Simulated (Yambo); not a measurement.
BaTiO₃: sweep of GW parameters

G0W0@LDA for BaTiO₃ (space group P4mm, No. 99) in Yambo. Reference settings: 4×4×4 Γ-centred k mesh, bands 2 to 127 and a 8 Ry block in the screening, 127 bands in G with the Bruneval-Gonze terminator, plasmon pole fitted at 27.2 eV. The LDA gap A → Γ on this mesh is 1.77 eV; G0W0 gaps are taken between the same points.

```csv
change from the reference,G0W0 gap A → Γ (eV),shift of the valence edge (eV),rough Yambo cost
reference settings,3.39,-0.32,1
"52 bands in W, 52 bands in G",3.40,-0.11,about 1/3
"100 bands in W, 100 bands in G",3.39,-0.28,within a factor of two
wavefunctions cut at 30 Ry,3.44,-0.30,about 1/2
exchange cut at 5 Ry,3.95,2.57,–
exchange cut at 20 Ry,3.62,0.01,–
"36 bands in W, 36 bands in G, 6 Ry block",3.55,-0.02,about 1/7
"73 bands in W, 73 bands in G, 2 Ry block",4.10,-0.40,about 1/3
"73 bands in W, 73 bands in G, 6 Ry block",3.39,-0.18,about 1/2
"100 bands in W, 100 bands in G, 2 Ry block",4.08,-0.42,about 1/2
"100 bands in W, 100 bands in G, 6 Ry block",3.37,-0.24,within a factor of two
3 Ry block,3.73,-0.32,within a factor of two
5 Ry block,3.40,-0.25,within a factor of two
"73 bands in W, 73 bands in G, no terminator",3.55,0.12,within a factor of two
"100 bands in W, 100 bands in G, no terminator",3.50,-0.01,within a factor of two
```

The reference isn't shown to be the converged limit. Costs are rough (shared machines), scaled to the same edge states, and given only for runs that recompute the screening.

Geometry of the Materials Project entry, not relaxed at this level; primitive cell a = 3.990 Å, b = 3.990 Å, c = 4.103 Å, α = 90.00°, β = 90.00°, γ = 90.00°.

A shift is the quasiparticle energy of the state minus its LDA energy.
